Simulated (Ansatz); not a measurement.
Question: Each is relaxed and computed with the program Ansatz at the PBEsol level (PAW). Which is the only metal?
A) Sc3InB, anti-perovskite
B) AlBO3, R-3c (Al on 6b, B on 6a, O on 18e)
C) Rb2LiInCl6, Fm-3m (Rb on 8c, Li on 4b, In on 4a, Cl on 24e)
D) InGaP2, R3m (In on 3a, Ga on 3a, P on 3a, P on 3a)

Answer: A, Sc3InB, anti-perovskite. Sc3InB: metal; InGaP2: gap 0.66 eV (direct); Rb2LiInCl6: gap 2.89 eV (direct); AlBO3: gap 5.80 eV (indirect). Standing as an ambient phase not checked: Sc3InB, anti-perovskite; InGaP2, R3m (In on 3a, Ga on 3a, P on 3a, P on 3a); Rb2LiInCl6, Fm-3m (Rb on 8c, Li on 4b, In on 4a, Cl on 24e); AlBO3, R-3c (Al on 6b, B on 6a, O on 18e). Perhaps ordered models of mixed-site phases: InGaP2, R3m (In on 3a, Ga on 3a, P on 3a, P on 3a). All cells were relaxed under the symmetry of their starts (and spin orders); stability against distortions was not tested throughout. Rows with no word on spin ran without spin polarisation. Scalar-relativistic: spin–orbit coupling is off unless named, which matters more the heavier the elements.

Potentials: the later of the program's two PAW sets.
